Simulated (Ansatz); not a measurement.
Values for one crystal, relaxed and computed with the program Ansatz at the r²SCAN level (PAW); other levels are named.

```yaml
volume_per_atom: 21.39 Å³
electronic_character: metallic (no gap)
Density of states at the Fermi level: 0.67 states/eV per atom (mean over ±0.08 eV)
Formation energy from the elements (no fitted shifts): -972 meV/atom
```

### Question
Which compound is it?
A) MgAl2Ge2, P-3m1 (Mg on 1a, Al on 2d, Ge on 2d)
B) YNiGe3, Cmmm (Pearson symbol oS20)
C) Ni5Ge3, C2/c (Pearson symbol mS32)
D) La3Ge4Pd4, Immm (Pearson symbol oI22)

### Answer
D, La3Ge4Pd4, Immm (Pearson symbol oI22)

The workflow started from a Materials Project entry (that database holds measured and hypothetical structures alike); the Crystallography Open Database copy checked does not list it. Its standing as an ambient phase is unchecked. The r²SCAN relaxation kept the symmetry of its start; whether a distortion lowers the energy is not shown. No spin polarisation was allowed. The references are the lowest solids computed at this level, not always the standard phases. Spin–orbit coupling is left out wherever it is not named.

Potentials: the later of the program's two PAW sets.
